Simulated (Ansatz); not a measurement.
# SnO2 (rutile structure)

Method: r²SCAN, scalar-relativistic; no spin polarisation; PAW, 500 eV, 6×6×10 k-mesh, Gaussian smearing of 0.05 eV; code Ansatz; PAW files: Ansatz's generated set soft_2.

```yaml
crystal:
  lattice:
    - [4.76024, 0.00000, 0.00000]
    - [0.00000, 4.76024, 0.00000]
    - [0.00000, 0.00000, 3.20078]
  atoms:
    - { symbol: Sn, position: [0.00000, 0.00000, 0.00000] }
    - { symbol: Sn, position: [0.50000, 0.50000, 0.50000] }
    - { symbol: O, position: [0.30591, 0.30591, 0.00000] }
    - { symbol: O, position: [0.80591, 0.19409, 0.50000] }
    - { symbol: O, position: [0.19409, 0.80591, 0.50000] }
    - { symbol: O, position: [0.69409, 0.69409, 0.00000] }
```

The start was a prototype's sites filled with these elements; the Crystallography Open Database holds the compound in this structure.

The cell is relaxed to zero pressure at this level.

Elastic constants come from the stress of slightly strained cells with relaxed atoms, in GPa, Voigt order xx, yy, zz, yz, xz, xy in the Cartesian frame of the vectors above.

```
254 174 152   0   0   0
174 254 152   0   0   0
152 152 437   0   0   0
  0   0   0  99   0   0
  0   0   0   0  99   0
  0   0   0   0   0 205
```

Task: Is the crystal mechanically stable, and what are its polycrystalline moduli?

Result: Stable against homogeneous strain: the smallest eigenvalue of the tensor is 80 GPa. Hill averages: K = 207 GPa, G = 98 GPa, E = 255 GPa, ν = 0.30.

The equation of state, an independent route, gives B0 = 203 GPa; its match is the Reuss value, 203 GPa, which holds for uniform pressure.

Cost: 2.3 min on 4 threads of Intel(R) Xeon(R) Platinum 8488C (Sapphire Rapids), with other jobs on the host, peak memory 0.85 GiB.

